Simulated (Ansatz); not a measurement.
Geometry optimisation in Ansatz: input, command and trajectory.

```yaml
crystal:
  lattice:
    - [4.800259013, 0.0, 0.0]
    - [0.0, 4.800259013, 0.0]
    - [0.0, 0.0, 6.5724592283]
  atoms:
    - { symbol: Si, position: [0.316248095, 0.316248095, 0.0] }
    - { symbol: Si, position: [0.183751905, 0.816248095, 0.25] }
    - { symbol: Si, position: [0.683751905, 0.683751905, 0.5] }
    - { symbol: Si, position: [0.816248095, 0.183751905, 0.75] }
    - { symbol: O, position: [0.2321858052, 0.1358288516, 0.1945857565] }
    - { symbol: O, position: [0.3641711484, 0.7321858052, 0.4445857565] }
    - { symbol: O, position: [0.7678141948, 0.8641711484, 0.6945857565] }
    - { symbol: O, position: [0.6358288516, 0.2678141948, 0.9445857565] }
    - { symbol: O, position: [0.7321858052, 0.3641711484, 0.5554142435] }
    - { symbol: O, position: [0.8641711484, 0.7678141948, 0.3054142435] }
    - { symbol: O, position: [0.2678141948, 0.6358288516, 0.0554142435] }
    - { symbol: O, position: [0.1358288516, 0.2321858052, 0.8054142435] }
basis:
  ecutwfc: 500
kpoints:
  mp_grid: { grid: [6, 6, 4] }
hamiltonian:
  xc: r2scan
scf:
  occupations: { method: gaussian, width: 0.02 }
output:
  forces: true
  stress: true
  eigenvalues: true
relax:
  adjacent_minimum: "off"
  f_tol: 0.01
  max_steps: 30
  cell: { stress_tol: 0.1, fix: [volume] }
```

```bash
ansatz run input.yaml --threads 4 --pin off --max-ram 10240MiB --backend cpu --events-out ev --progress --plain --runs-dir out
```

Method: Ansatz 0.2.0, DFT r2SCAN, scalar-relativistic, plane waves, PAW.

The volume is held at 0.88 times that of the relaxed cell.

Of 5 frames 4 are shown, positions in Å and forces in eV/Å; the SCF threshold varies from step to step. Steps run on the plane waves of an earlier cell, with a Pulay correction in the pressure. The basis is chosen afresh for the last frame, the zero of the energies, and at times for earlier ones too; energy and pressure can step there, also at an unchanged geometry. Where two frames share a geometry here, they differ by under 2 meV/atom and 0.3 GPa.

```xyz
12
Lattice="4.8003 0.0000 0.0000 0.0000 4.8003 0.0000 0.0000 0.0000 6.5725" Properties=species:S:1:pos:R:3:forces:R:3 pbc="T T T" step=1 free_energy_over_end_meV_per_atom=8.05 pressure_GPa=8.67
Si    1.5181    1.5181    0.0000    0.0187    0.0187    0.0000
Si    0.8821    3.9182    1.6431   -0.0187    0.0187    0.0000
Si    3.2822    3.2822    3.2862   -0.0187   -0.0187    0.0000
Si    3.9182    0.8821    4.9293    0.0187   -0.0187    0.0000
O     1.1146    0.6520    1.2789   -0.0591    0.2971    0.3636
O     1.7481    3.5147    2.9220   -0.2971   -0.0591    0.3636
O     3.6857    4.1482    4.5651    0.0591   -0.2971    0.3636
O     3.0521    1.2856    6.2083    0.2971    0.0591    0.3636
O     3.5147    1.7481    3.6504   -0.0591   -0.2971   -0.3636
O     4.1482    3.6857    2.0073   -0.2971    0.0591   -0.3636
O     1.2856    3.0521    0.3642    0.0591    0.2971   -0.3636
O     0.6520    1.1146    5.2936    0.2971   -0.0591   -0.3636
12
Lattice="4.8062 0.0000 0.0000 0.0000 4.8062 0.0000 0.0000 0.0000 6.5561" Properties=species:S:1:pos:R:3:forces:R:3 pbc="T T T" step=2 free_energy_over_end_meV_per_atom=3.75 pressure_GPa=6.64
Si    1.5303    1.5303    0.0000    0.0023    0.0023    0.0000
Si    0.8728    3.9334    1.6390   -0.0023    0.0023    0.0000
Si    3.2760    3.2760    3.2781   -0.0023   -0.0023    0.0000
Si    3.9334    0.8728    4.9171    0.0023   -0.0023    0.0000
O     1.1128    0.6680    1.2837   -0.0517    0.1808    0.2902
O     1.7351    3.5159    2.9227   -0.1808   -0.0517    0.2902
O     3.6934    4.1382    4.5618    0.0517   -0.1808    0.2902
O     3.0711    1.2903    6.2008    0.1808    0.0517    0.2902
O     3.5159    1.7351    3.6334   -0.0517   -0.1808   -0.2902
O     4.1382    3.6934    1.9943   -0.1808    0.0517   -0.2902
O     1.2903    3.0711    0.3553    0.0517    0.1808   -0.2902
O     0.6680    1.1128    5.2724    0.1808   -0.0517   -0.2902
12
Lattice="4.8120 0.0000 0.0000 0.0000 4.8120 0.0000 0.0000 0.0000 6.5403" Properties=species:S:1:pos:R:3:forces:R:3 pbc="T T T" step=3 free_energy_over_end_meV_per_atom=0.61 pressure_GPa=2.51
Si    1.5516    1.5516    0.0000   -0.2504   -0.2504    0.0000
Si    0.8545    3.9576    1.6351    0.2504   -0.2504    0.0000
Si    3.2605    3.2605    3.2701    0.2504    0.2504    0.0000
Si    3.9576    0.8545    4.9052   -0.2504    0.2504    0.0000
O     1.1059    0.6956    1.3005    0.0588    0.1998   -0.0952
O     1.7104    3.5120    2.9356   -0.1998    0.0588   -0.0952
O     3.7061    4.1164    4.5707   -0.0588   -0.1998   -0.0952
O     3.1016    1.3001    6.2058    0.1998   -0.0588   -0.0952
O     3.5120    1.7104    3.6047    0.0588   -0.1998    0.0952
O     4.1164    3.7061    1.9696   -0.1998   -0.0588    0.0952
O     1.3001    3.1016    0.3345   -0.0588    0.1998    0.0952
O     0.6956    1.1059    5.2397    0.1998    0.0588    0.0952
12
Lattice="4.8085 0.0000 0.0000 0.0000 4.8085 0.0000 0.0000 0.0000 6.5500" Properties=species:S:1:pos:R:3:forces:R:3 pbc="T T T" step=5 free_energy_over_end_meV_per_atom=0.00 pressure_GPa=2.49
Si    1.5424    1.5424    0.0000   -0.0010   -0.0010    0.0000
Si    0.8618    3.9466    1.6375    0.0010   -0.0010    0.0000
Si    3.2661    3.2661    3.2750    0.0010    0.0010    0.0000
Si    3.9466    0.8618    4.9125   -0.0010    0.0010    0.0000
O     1.1065    0.6953    1.3033    0.0066    0.0048   -0.0059
O     1.7090    3.5107    2.9408   -0.0048    0.0066   -0.0059
O     3.7020    4.1132    4.5783   -0.0066   -0.0048   -0.0059
O     3.0995    1.2978    6.2158    0.0048   -0.0066   -0.0059
O     3.5107    1.7090    3.6092    0.0066   -0.0048    0.0059
O     4.1132    3.7020    1.9717   -0.0048   -0.0066    0.0059
O     1.2978    3.0995    0.3342   -0.0066    0.0048    0.0059
O     0.6953    1.1065    5.2467    0.0048    0.0066    0.0059
```

The run took 89 s on 4 threads of Intel(R) Xeon(R) Processor @ 2.50GHz (Skylake/Cascade Lake), with other jobs on the host, peak memory 0.82 GiB.